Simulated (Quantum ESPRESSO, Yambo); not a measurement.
KI (rock salt, space group Fm-3m, No. 225) under isotropic strain (on all lattice vectors), counted from the cell relaxed with PBEsol, atoms relaxed at each step. PBEsol (pw.x of Quantum ESPRESSO, ONCV potentials, no spin-orbit coupling); G0W0 in Yambo (4×4×4 Γ-centred k mesh, 193 bands and a 10 Ry block in the screening, 193 bands in G with the Bruneval-Gonze terminator, plasmon pole fitted at 27.2 eV).

```
strain s (%)  PBEsol direct gap at Γ (eV)  G0W0 direct gap at Γ (eV)
------------  ---------------------------  -------------------------
-3                                  4.087                      6.346
-1.5                                3.974                      6.245
-0.7                                3.918                      6.193
0                                   3.871                      6.172
+1                                      ?                          ?
+2                                  3.747                      6.060
```

Question: Fit a parabola in s to each column by least squares and predict the withheld row.

Answer: PBEsol: E = 3.871 − 0.0659 s + 0.0020 s² (largest residual 0 meV), giving 3.807 eV at s = +1; the run gave 3.807 eV, a miss of 0 meV. G0W0: E = 6.162 − 0.0542 s + 0.0022 s² (largest residual 10 meV), giving 6.110 eV at s = +1; the run gave 6.106 eV, a miss of 4 meV. The GW settings are held fixed; their convergence isn't established. The screening block changes size along the series (307 vectors at -3 %, 331 vectors at -1.5 %, 331 vectors at -0.7 %, 339 vectors at +0 %, 339 vectors at +1 %, 339 vectors at +2 %), which puts steps into the G0W0 values. Spin-orbit coupling is left out, which matters for elements this heavy: edges can move by tenths of an eV.
